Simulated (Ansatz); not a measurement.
# W (Fm-3m), one atom moved along a line

Computed with Ansatz 0.2.0, DFT PBEsol, scalar-relativistic, plane waves, PAW. Settings: plane waves to 420 eV, k-mesh 10×10×10 (Γ-centred), Gaussian smearing 0.15 eV. Spin–orbit coupling is left out, which can shift energies with elements as heavy as these. No spin polarisation. Energies are free energies at this smearing, counted from the undisturbed cell; pressure is positive in compression.

The undisturbed cell (as given, not relaxed at this level; it stands at -12.6 GPa; this fcc form isn't the usual structure):

```
W
1.0
     0.00000    4.06000    4.06000
     4.06000    0.00000    4.06000
     4.06000    4.06000    0.00000
W
8
Cartesian
  0.0000 0.0000 0.0000
  2.0300 2.0300 0.0000
  2.0300 0.0000 2.0300
  4.0600 2.0300 2.0300
  0.0000 2.0300 2.0300
  2.0300 4.0600 2.0300
  2.0300 2.0300 4.0600
  4.0600 4.0600 4.0600
```

Atom 1 (W) is moved by x along the Cartesian unit vector (0.577, 0.577, 0.577); the cell and all other atoms stay fixed. The cell is metallic on the mesh throughout. At -13 GPa the given cell is far from its own equilibrium, so these figures belong to a strongly strained crystal.

```tsv
x (Å)	ΔE (meV/cell)
-0.2000	170.7
-0.1200	65.4
-0.0400	7.5
0.0000	0.0
0.0600	16.8
0.0800	29.6
0.1000	45.9
0.1400	87.8
0.1600	113.1
0.1800	140.8
```

Q: Predict the force along x on the moved atoms (eV/Å) at each point.

A:
```tsv
x (Å)	force along x on the moved atoms (eV/Å)
-0.2000	1.55
-0.1200	1.05
-0.0400	0.37
0.0000	0.00
0.0600	-0.55
0.0800	-0.73
0.1000	-0.89
0.1400	-1.19
0.1600	-1.33
0.1800	-1.44
```